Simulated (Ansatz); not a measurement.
Values for one crystal, relaxed and computed with LDA in the plane-wave PAW code Ansatz; other levels are named.

Volume per atom: 16.88 Å³
Electronic character: metallic (no gap)
Bulk modulus (Birch–Murnaghan fit): 201 GPa
Highest zone-centre frequency: 224 cm⁻¹
Density of states at the Fermi level: 0.66 states/eV per atom (mean over ±0.08 eV)
Formation energy from the elements (no fitted shifts): -0.12 eV/atom
Pressure derivative B′: 4.3

Question: Which of these materials gives this?
A. NbAl3, I4/mmm (Al on 2b, Al on 4d, Nb on 2a)
B. ZnAu, CsCl type
C. NbRh3, Cu3Au type
D. Nb3Au, Cmmm (Nb on 4l, Nb on 2d, Au on 2a)

Answer: D, Nb3Au, Cmmm (Nb on 4l, Nb on 2d, Au on 2a)

The first step of the workflow began from a Materials Project structure, measured or hypothetical; the Crystallography Open Database copy checked does not list it. COD files the formula under space group No. 223. With Nb and Au taken as one species the cell has the higher symmetry I4/mmm, so it may be an ordered model of a mixed-site phase. Whether it is the stable phase at ambient conditions was not checked. The LDA relaxation kept the symmetry of its start; whether a distortion lowers the energy is not shown. No spin polarisation was allowed. As this level gives no gap, phonon frequencies hold no LO–TO term and depend on the k-mesh and smearing (Fermi–Dirac, 0.1 eV here). The references are the lowest solids computed at this level, not always the standard phases. Spin–orbit coupling is left out wherever it is not named.

Potentials: the later of the program's two PAW sets.
